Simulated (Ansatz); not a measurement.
A relaxed structure of ScOF is spoiled in several ways and relaxed again each time (noise and exchanges are one random draw each; squeezed and stretched starts keep its symmetry, which their runs cannot lower; pressure is positive under compression). Computed with PBEsol (plane waves to 420 eV, PAW, scalar-relativistic; Ansatz, a first-principles code).

```cif
data_F2O2Sc2
_chemical_formula_sum 'Sc2 O2 F2'
_space_group_name_H-M_alt 'P4/nmm :1'
_space_group_IT_number 129
_space_group_name_Hall 'P 4ab 2ab -1ab'
_cell_length_a 3.57758
_cell_length_b 3.57758
_cell_length_c 5.09458
_cell_angle_alpha 90.000
_cell_angle_beta 90.000
_cell_angle_gamma 90.000
loop_
_space_group_symop_operation_xyz
  'x, y, z'
  '-y+1/2, x+1/2, z'
  '-x, -y, z'
  'y+1/2, -x+1/2, z'
  'x+1/2, -y+1/2, -z'
  '-y, -x, -z'
  '-x+1/2, y+1/2, -z'
  'y, x, -z'
  '-x+1/2, -y+1/2, -z'
  'y, -x, -z'
  'x+1/2, y+1/2, -z'
  '-y, x, -z'
  '-x, y, z'
  'y+1/2, x+1/2, z'
  'x, -y, z'
  '-y+1/2, -x+1/2, z'
loop_
_atom_site_label
_atom_site_type_symbol
_atom_site_symmetry_multiplicity
_atom_site_Wyckoff_symbol
_atom_site_fract_x
_atom_site_fract_y
_atom_site_fract_z
_atom_site_occupancy
Sc1 Sc 2 c 0.00000 0.50000 0.29277 1
O1 O 2 b 0.50000 0.50000 0.50000 1
F1 F 2 a 0.00000 0.00000 0.00000 1
```

Problem. One start gave a first pressure of +129 GPa, a largest first force of 4.48 eV/Å and released 0.96 eV/atom. Which change was it?
A) with one F and one O atom exchanged in a cell of 6 atoms
B) squeezed uniformly to 70 % of its volume

Solution. B, squeezed uniformly to 70 % of its volume. All starts:

```csv
change,first pressure (GPa),largest first force (eV/Å),released (eV/atom),moves,outcome,final group,E − E(parent) (eV/atom)
squeezed uniformly to 70 % of its volume,128.8,4.48,0.96,10,returns to the parent,P4/nmm,0.000
with one F and one O atom exchanged in a cell of 6 atoms,0.7,5.42,0.20,5,trapped higher,P4₂/mmc,+0.150
```

The exchanged pair stays exchanged: it costs 0.90 eV for the cell of 6 atoms (one exchange in a very small cell, not a dilute defect).

First-step values come from each run's starting, coarser k-mesh (7×7×5). Each cell has its own k-point mesh; energy differences are given only to the digits this allows. No spin polarisation in the result.

The relaxation started from an entry of Materials Project.
